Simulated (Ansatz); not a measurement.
The cell is COD entry 9008796, as deposited and not checked against the literature; nothing was relaxed. The listed cell was then made from it by scaling, straining or moving an atom.

An input for CdAg: DFT, PBEsol, all-electron LAPW, scalar-relativistic (Ansatz 0.2.0).

Command: `ansatz run input.yaml --threads 1 --pin off --max-ram 3072MiB --backend cpu --events-out ev --progress --plain --runs-dir out` The run took 18 s on 1 thread of Intel(R) Xeon(R) 6975P-C (Granite Rapids), on a shared host, peak memory 0.56 GiB.

```yaml
crystal:
  lattice:
    - [3.3520536228, 0.0, 0.0]
    - [0.0, 3.3520536228, 0.0]
    - [0.0, 0.0, 3.3520536228]
  atoms:
    - { symbol: Cd, position: [0.5, 0.5, 0.5] }
    - { symbol: Ag, position: [0.0, 0.0, 0.0] }
kpoints:
  mp_grid: { grid: [12, 12, 12] }
  band_path:
    path:
      - [0.0, 0.0, 0.0]
      - [0.0, 0.5, 0.0]
      - [0.5, 0.5, 0.0]
      - [0.0, 0.0, 0.0]
      - [0.5, 0.5, 0.5]
      - [0.0, 0.5, 0.0]
      - [0.5, 0.5, 0.5]
      - [0.5, 0.5, 0.0]
    npoints: 5
scf:
  occupations: { method: fermi_dirac, width: 0.05 }
hamiltonian:
  xc: pbesol
  pseudopotentials: { kind: all_electron, lapw: { basis_error: 0.00025 } }
output:
  forces: true
  stress: true
  eigenvalues: true
```

Set-up and iterations as logged by Ansatz (the results part is left out, to be predicted):

```
LAPW: plane waves up to 8.479 Å⁻¹, error target 2.5e-4 eV per atom; small_component_spin mean_spin; Ag in spheres of 1.451 Å, 29 of its electrons in bands, Dirac shells []; Cd in spheres of 1.452 Å, 20 of its electrons in bands, Dirac shells []
Engine: ansatz 0.2.0
Pseudopotentials: kind: all_electron
Pseudopotential: Cd, LAPW, valence charge 20, Koelling and Harmon's equation, gaussian nucleus
Pseudopotential: Ag, LAPW, valence charge 29, Koelling and Harmon's equation, gaussian nucleus
Functional definition: PBEsol
  exchange = pbesol_x
  correlation = pbesol_c
Crystal: 2 atoms, lattice volume = 37.665 Å³
Basis set: ecut = 273.9410822564573 eV, 389 PW (Γ), exchange–correlation at level 2
Bands: 30, of which v1, the nominal top of the filled ones, is band 25 counted from 1 (24 counted from 0)
Symmetry: 48 space group operations
Space group: Pm-3m (ITA 221), of the structure as read, at distance tolerance 3.4e-5 Å
k-points: 84 of 1728
Non-local potential: Cd, projectors of the file, none
Non-local potential: Ag, projectors of the file, none
Initial density: superposition of atomic densities (chi_scale 0.1, normalization cell, long waves kept (reshape's long-wave potential 0.00 eV rms))
Initial wavefunctions: plane waves of lowest kinetic energy (no species holds an atomic orbital)
Functional: x = pbesol(κ = 0.804, μ = 0.12345679012345678), c = pbesol(β = 0.046)
iter 1 solved again at ethr=2.15e-4 eV; its pass at ethr=1.00e-1 eV (dr2=1.05e-1 eV) is discarded
SCF iter   1: F=—  HF=-296753.590830 eV  |F-HF|=—  |Δ(HF+E_count)|=         —  Δρ=1.99e-2  dr2=1.06e-1  ethr=2.15e-4  ⟨swp⟩=3.0  Hψ=16136  notcnv=0
SCF iter   2: F=—  HF=-296753.322101 eV  |F-HF|=—  |Δ(HF+E_count)|=   2.69e-1  Δρ=9.21e-3  dr2=5.46e-2  ethr=2.15e-4  ⟨swp⟩=2.2  Hψ=7658  notcnv=0
SCF iter   3: F=—  HF=-296753.227948 eV  |F-HF|=—  |Δ(HF+E_count)|=   9.42e-2  Δρ=7.65e-3  dr2=2.44e-2  ethr=1.11e-4  ⟨swp⟩=2.0  Hψ=7158  notcnv=0
SCF iter   4: F=—  HF=-296753.223043 eV  |F-HF|=—  |Δ(HF+E_count)|=   4.91e-3  Δρ=4.30e-3  dr2=1.05e-2  ethr=4.97e-5  ⟨swp⟩=2.0  Hψ=7144  notcnv=0
SCF iter   5: F=—  HF=-296753.220582 eV  |F-HF|=—  |Δ(HF+E_count)|=   2.46e-3  Δρ=2.24e-3  dr2=3.02e-3  ethr=2.15e-5  ⟨swp⟩=2.0  Hψ=7002  notcnv=0
iter 6 solved again at ethr=4.64e-7 eV; its pass at ethr=6.16e-6 eV (dr2=2.27e-4 eV) is discarded
SCF iter   6: F=—  HF=-296753.220745 eV  |F-HF|=—  |Δ(HF+E_count)|=   1.63e-4  Δρ=5.92e-4  dr2=2.27e-4  ethr=4.64e-7  ⟨swp⟩=2.0  Hψ=12255  notcnv=0
SCF iter   7: F=—  HF=-296753.220713 eV  |F-HF|=—  |Δ(HF+E_count)|=   3.13e-5  Δρ=2.47e-4  dr2=3.30e-5  ethr=4.63e-7  ⟨swp⟩=2.0  Hψ=7173  notcnv=0
SCF iter   8: F=—  HF=-296753.220710 eV  |F-HF|=—  |Δ(HF+E_count)|=   3.30e-6  Δρ=6.17e-5  dr2=2.50e-6  ethr=6.73e-8  ⟨swp⟩=2.0  Hψ=7173  notcnv=0
SCF iter   9: F=—  HF=-296753.220710 eV  |F-HF|=—  |Δ(HF+E_count)|=   3.26e-8  Δρ=2.36e-5  dr2=2.57e-7  ethr=5.10e-9  ⟨swp⟩=2.0  Hψ=7173  notcnv=0
SCF iter  10: F=-296753.220710 eV  HF=-296753.220710 eV  |F-HF|=5.90e-8  |Δ(HF+E_count)|=   2.98e-8  Δρ=8.65e-6  dr2=3.62e-8  ethr=5.25e-10  ⟨swp⟩=2.0  Hψ=7173  notcnv=0
```

Task: What pressure will this run report?

Result: -3.31 GPa (positive in compression).

Task: Is there a band gap?

Result: none: with an odd electron count and no spin polarisation the bands can't all be full, a metal in this set-up (spin order or a larger cell could open a gap).
